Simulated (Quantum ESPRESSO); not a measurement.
```
KBr
1.0
    0.00000     3.33982     3.33982
    3.33982     0.00000     3.33982
    3.33982     3.33982     0.00000
K Br
1 1
Direct
  0.00000   0.00000   0.00000
  0.50000   0.50000   0.50000
```

The PBEsol cell relaxed from Materials Project entry mp-23251 was given an isotropic strain of +2 % on all lattice vectors, and the atoms were relaxed again.

Q: What does PBEsol (Quantum ESPRESSO, PseudoDojo norm-conserving, 74 Ry, no spin-orbit coupling) give for the electronic structure near the Fermi level?

A: The PBEsol gap is direct, 4.20 eV at Γ. Spin-orbit splittings are left out.
